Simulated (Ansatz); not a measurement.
CdS (zinc blende)

Space group F-43m (No. 216); a = b = c = 5.879 Å, α = β = γ = 90.00°

```json
[
 {"atom": "S", "site": "4c", "symmetry": "-43m", "x": "0.2500", "y": "0.2500", "z": "0.2500"},
 {"atom": "Cd", "site": "4a", "symmetry": "-43m", "x": "0.0000", "y": "0.0000", "z": "0.0000"}
]
```
(The calculation used a cell of 2 atoms; values per cell refer to that cell.)

Two coordinates are scanned: the volume, and the ratio of the stretch along z (the conventional c axis) to the stretch across it. Atoms keep their fractional coordinates.

These are r2SCAN (plane waves to 500 eV, PAW, scalar-relativistic; Ansatz, a program for electronic structure) values and carry that method's errors. k mesh 10×10×10 (Γ-centred), Fermi-Dirac smearing 0.05 eV. Energies are smeared free energies. CdS was relaxed with its symmetry unable to fall. The PAW data are Ansatz's earlier set.

Changes of ΔE (eV/atom) from the point V/V₀ = 1.000, (c/a)/(c/a)₀ = 1.000 when one coordinate moves alone (two changes are said to add if the coupling is within 5 % of the smaller one, nearly so within 20 %):

```json
[
 {"point": "V/V₀ = 1.000, (c/a)/(c/a)₀ = 0.880", "change": "0.01303"},
 {"point": "V/V₀ = 1.000, (c/a)/(c/a)₀ = 0.940", "change": "0.00337"},
 {"point": "V/V₀ = 0.960, (c/a)/(c/a)₀ = 1.000", "change": "0.00825"},
 {"point": "V/V₀ = 0.980, (c/a)/(c/a)₀ = 1.000", "change": "0.00199"},
 {"point": "V/V₀ = 1.020, (c/a)/(c/a)₀ = 1.000", "change": "0.00185"},
 {"point": "V/V₀ = 1.040, (c/a)/(c/a)₀ = 1.000", "change": "0.00715"},
 {"point": "V/V₀ = 1.000, (c/a)/(c/a)₀ = 1.060", "change": "0.00366"},
 {"point": "V/V₀ = 1.000, (c/a)/(c/a)₀ = 1.120", "change": "0.01525"}
]
```

Task: Do the two effects add at V/V₀ = 1.020, (c/a)/(c/a)₀ = 0.940? Give the computed change.

Result: The sum of the single changes is 0.00185 + (0.00337) = 0.00522; the calculation gives 0.00556, so the coupling contributes 0.00034 (under 20 % of the smaller single change, nearly additive).

Task: What is the change at V/V₀ = 1.020, (c/a)/(c/a)₀ = 0.880, where both move, and how far is it from the sum?

Result: The sum of the single changes is 0.00185 + (0.01303) = 0.01488; the calculation gives 0.01632, so the coupling contributes 0.00144 (over 20 % of the smaller single change, not additive).

Task: What is the change at V/V₀ = 1.040, (c/a)/(c/a)₀ = 0.880, where both move, and how far is it from the sum?

Result: The sum of the single changes is 0.00715 + (0.01303) = 0.02018; the calculation gives 0.02296, so the coupling contributes 0.00278 (over 20 % of the smaller single change, not additive).

(Under strain, the slope of the energy per volume gives the stress and its curvature an elastic modulus.)
